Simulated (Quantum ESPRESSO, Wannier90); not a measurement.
**Wannierisation of BaTiO3 (cubic perovskite)**

```
begin unit_cell_cart
ang
    4.0076800000    0.0000000000    0.0000000000
    0.0000000000    4.0076800000    0.0000000000
    0.0000000000    0.0000000000    4.0076800000
end unit_cell_cart
begin atoms_frac
Ba   0.5000000000  0.5000000000  0.5000000000
Ti   0.0000000000  0.0000000000  0.0000000000
O    0.5000000000  0.0000000000  0.0000000000
O    0.0000000000  0.5000000000  0.0000000000
O    0.0000000000  0.0000000000  0.5000000000
end atoms_frac
```

Structure: Materials Project mp-2998, symmetrised, not relaxed again. COD (Crystallography Open Database) records the formula in this space group. Ideal cubic forms of this type are often high-temperature phases that distort on cooling; symmetry holds the cell here, and its stability was not tested. Level: PBEsol, no spin polarisation, no spin-orbit coupling; pw.x of Quantum ESPRESSO at 68 Ry with PseudoDojo potentials, 6×6×6 k-points, Wannier90. Density: 8×8×8 mesh, cold smearing 0.01 Ry. Spin-orbit coupling is left out although heavy elements are present.

Functional, cutoff and mesh named above are those of the base row (PBEsol); the first column says what each row takes instead. Model: 14 functions from bands 12-38, start hydrogen-like Ti: d; O: p, disentangled but not localised (num_iter = 0), frozen window tied to the conduction edge or Fermi level of each row, as listed, which moves Ω_I and hoppings a little by itself. Energies are relative to the valence-band maximum; the misfit is to pw.x on a path, for states up to 2.8 eV relative to the valence-band maximum. The functional changes, each with its own PseudoDojo files and their cutoffs, on the same cell. The disentangled Ω_I can sit in another minimum from row to row.

```tsv
functional	frozen to (eV)	Ω_I (Å²)	rms misfit (meV)	gap (eV)	bottom of band 12 (eV)	on-site O3 pz minus Ti2 dz2 (eV)	hopping modulus O5 pz – Ti2 dz2, R = 0 0 0 (eV)	hopping modulus O4 py – O3 px, R = 0 0 0 (eV)	hopping modulus Ti2 dz2 – Ti2 dz2, R = 0 0 1 (eV)…
LDA	3.24	14.13	0.6	1.74	-4.50	-4.88	2.237	0.424	0.105
PBE	3.33	13.83	0.5	1.82	-4.44	-4.83	2.227	0.420	0.101
PBEsol	3.28	14.10	0.6	1.78	-4.51	-4.89	2.240	0.425	0.102
```
